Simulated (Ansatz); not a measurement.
With DFT-PBEsol in the program Ansatz with PAW potentials, Fe in the diamond structure (Fd-3m) relaxes to a = 4.804 Å. Fe has 4 nearest neighbours from 2.08 Å (tetrahedral).

Electronic character: metallic (no gap). The magnetic state found is non-magnetic (starting moments vanished).

An equation-of-state fit gives a bulk modulus of 175 GPa. The relaxed-ion elastic constants in GPa are C11 = 168, C12 = 178, C44 = -47.3. The highest mode at Γ lies at 337 cm⁻¹.

The start of the workflow was typed in or built on a structure type; neither database checked (COD, Materials Project) lists it. It is not the phase usual at ambient conditions (space group No. 229). The PBEsol relaxation kept the symmetry of its start. At this level the phase is mechanically unstable. The workflow began spin-polarised and lost its moments. The volume moved by -26 % from the start of the relaxation. As this level gives no gap, shear constants depend on the k-mesh and smearing (Fermi–Dirac, 0.1 eV here). As this level gives no gap, phonon frequencies hold no LO–TO term and depend on the k-mesh and smearing (Fermi–Dirac, 0.1 eV here).

Potentials: the later of the program's two PAW sets.
